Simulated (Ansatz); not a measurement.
Values for one crystal, relaxed and computed with plane-wave PAW LDA (Ansatz code); other levels are named.

```yaml
volume_per_atom: 10.04 Å³
electronic_character: metallic (no gap)
Young's modulus: 298 GPa
hill_bulk_and_shear_moduli: 254 and 114 GPa
mechanical_stability: stable (all eigenvalues of C positive)
Pressure derivative B′: 4.8
Elastic constants (relaxed ions, GPa): C11 = 347, C12 = 208, C44 = 160
```

**Question.** Pick the material that matches.
A. Rh, fcc (Cu type)
B. Au, fcc (Cu type)
C. Ce, fcc (Cu type)
D. Ni, fcc (Cu type)

**Answer.** D, Ni, fcc (Cu type)

Space group Fm-3m (fcc (Cu type)). The cell was relaxed with LDA under the symmetry of its start. Spin order of the final state: ferromagnetic, chosen from 3 collinear starts compared on coarse meshes (ties went to the first, and starts can fall back to one state), not a proven ground state. Textbook magnetic order: ferromagnetic. As this level gives no gap, shear constants depend on the k-mesh and smearing (Fermi–Dirac, 0.1 eV here).

Potentials: the later of the program's two PAW sets.
